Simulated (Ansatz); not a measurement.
# WSb in the NiAs-type structure

Computed with Ansatz (plane waves, PAW, 420 eV cutoff): PBE, scalar-relativistic, no spin polarisation, Γ-centred 10×10×6 mesh, 0.05 eV Gaussian smearing; PAW files: Ansatz's generated set soft_2.

```cif
data_structure
_symmetry_space_group_name_H-M 'P6_3/mmc'
_symmetry_Int_Tables_number 194
_cell_length_a 4.4002
_cell_length_b 4.4002
_cell_length_c 5.2102
_cell_angle_alpha 90.000
_cell_angle_beta 90.000
_cell_angle_gamma 120.000
_cell_volume 87.36
loop_
_atom_site_label
_atom_site_type_symbol
_atom_site_symmetry_multiplicity
_atom_site_Wyckoff_symbol
_atom_site_fract_x
_atom_site_fract_y
_atom_site_fract_z
_atom_site_occupancy
W1 W 2 a 0.00000 0.00000 0.00000 1
Sb1 Sb 2 c 0.33333 0.66667 0.25000 1
```

The cell came from substitution into a structure type; no database entry of this phase was matched, which doesn't show that none exists.

The cell above was scaled in volume, and shape and atoms were relaxed at each volume within its symmetry. Energies are counted from the cell above.

The cell is relaxed to zero pressure at this level.

| V (Å³/atom) | ΔE (meV/atom) | P from the stress (GPa) |
| --- | --- | --- |
| 20.640 | 31.71 | 8.85 |
| 20.968 | 16.32 | 6.18 |
| 21.404 | 3.95 | 2.92 |
| 21.841 | 0.00 | 0.00 |
| 22.278 | 3.61 | -2.62 |
| 22.715 | 14.00 | -4.94 |
| 23.370 | 40.49 | -7.90 |
| 24.025 | 77.99 | -10.38 |

Problem. Do the energies and the pressures agree? Compare −ΔE/ΔV between neighbouring points (1 meV/Å³ = 0.1602 GPa) with the mean of their pressures.

Solution. 
```
interval (Å³/atom)  −ΔE/ΔV (GPa)  mean P (GPa)
    20.64 to 20.97           7.5           7.5
    20.97 to 21.40           4.5           4.5
    21.40 to 21.84           1.4           1.5
    21.84 to 22.28          -1.3          -1.3
    22.28 to 22.71          -3.8          -3.8
    22.71 to 23.37          -6.5          -6.4
    23.37 to 24.03          -9.2          -9.1
```
They differ by 0.06 GPa at most.

Problem. What do the two routes give for V0, B0 and B0′?

Solution. A third-order Birch–Murnaghan fit of the energies: V0 = 21.84 Å³/atom, B0 = 138 GPa, B0′ = 4.9. A polynomial of P in ln V, with B = −dP/d ln V at P = 0: V0 = 21.84 Å³/atom, B0 = 138 GPa, B0′ = 4.6.

B0·V0 = 138.0 GPa × 21.84 Å³ = 18.80 eV/atom sets the scale: near the minimum ΔE ≈ ½ B0 V0 x², with x = V/V0 − 1, and a pressure of 1.4 GPa squeezes the volume by about 1 %. At the ends of the curve: x = −5.5 % predicts 28.4 meV/atom and the run gives 31.7; x = +10.0 % predicts 94.2 meV/atom and the run gives 78.0. The lopsidedness is anharmonic: atoms resist being pushed together more than being pulled apart.

Spin–orbit coupling, which matters for such heavy elements, is left out. The run is a metal.
